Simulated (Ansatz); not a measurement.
NaI (rock salt, Fm-3m), DFT-LDA in the program Ansatz with PAW potentials: ε∞ = 3.63, cell volume 61.31 Å³. Infrared-active transverse modes:

```csv
ω_TO (cm⁻¹),oscillator strength S_xx (e²/amu)
131.0,0.06971
```

Q: Compute the static dielectric constant.

A: Each mode adds (4.921e7/V) S/ω²: 3.26. So ε0 = 6.89.

Q: What LO frequency does the Lyddane–Sachs–Teller relation give?

A: ω_LO = ω_TO √(ε0/ε∞) = 180 cm⁻¹.

Symmetry was held in the LDA relaxation; phonons on a q-mesh show no instability. Scalar-relativistic: spin–orbit coupling is off unless named, which matters more the heavier the elements.

Potentials: the later of the program's two PAW sets.
